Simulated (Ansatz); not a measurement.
One crystal and one scan (frozen-phonon scan) at two levels, r2SCAN (plane waves to 500 eV, PAW, scalar-relativistic; Ansatz, a quantum-chemistry and plane-wave program) and PBE (plane waves to 420 eV, PAW, scalar-relativistic; Ansatz), each from its own relaxed cell and on its own mesh. The cell shown is that of r2SCAN.

Relaxed Mo (bcc, W type):

```
Mo
1.0
   -3.15061     3.15061     3.15061
    1.57530    -1.57530     1.57530
    1.57530     1.57530    -1.57530
Mo
2
Direct
  0.00000   0.00000   0.00000
  0.50000   0.00000   0.00000
```

The atoms are displaced by Q × the pattern below (from a DFPT mode at N = (0.5, 0.0, 0.0), largest move 1; Q in Å), at fixed cell. (q is in reciprocal vectors of the primitive cell; the cell shown is doubled to hold the pattern.)

| atom | x | y | z |
|---|---|---|---|
| Mo1 | 0.000 | 0.707 | -0.707 |
| Mo2 | 0.000 | -0.707 | 0.707 |

Mo is run without spin polarisation. Mo was relaxed with its symmetry unable to fall. With partly filled bands, energies and forces of such displacements shift with the k mesh and the smearing. Percentages come from the unrounded values. Both scans cover Q from -0.180 to 0.180 Å.

Results of r2SCAN:

| Quantity | Result |
|---|---|
| Lattice constant a (Å) | 3.151 |
| Energy at Q = 0.180 Å (meV/cell) | 402 |
| Harmonic wavenumber from the curvature (finite differences) (cm⁻¹ (negative: imaginary)) | 202 |
| Space group of the distorted cell | Cmcm (No. 63), lowered from Im-3m |
| Symmetry of the curve | even: the same for both signs |
| Shape of the curve | a single well with its minimum at or next to zero displacement |

Q: What does PBE give for the same quantities?

A: 
```csv
quantity,PBE,r2SCAN − PBE
Lattice constant a (Å),3.161,-0.010 (-0.3 %)
Energy at Q = 0.180 Å (meV/cell),358,+44 (+12 %)
Harmonic wavenumber from the curvature (finite differences) (cm⁻¹ (negative: imaginary)),191,+11 (+6 %)
```

r2SCAN gives the higher value for: energy at Q = 0.180 Å; harmonic wavenumber from the curvature. r2SCAN gives the lower value for: lattice constant a. Both give the same space group of the distorted cell: Cmcm (No. 63), lowered from Im-3m.

(A displaced cell: forces are minus the slopes of the energy, force constants its curvatures, and phonons follow from these.)
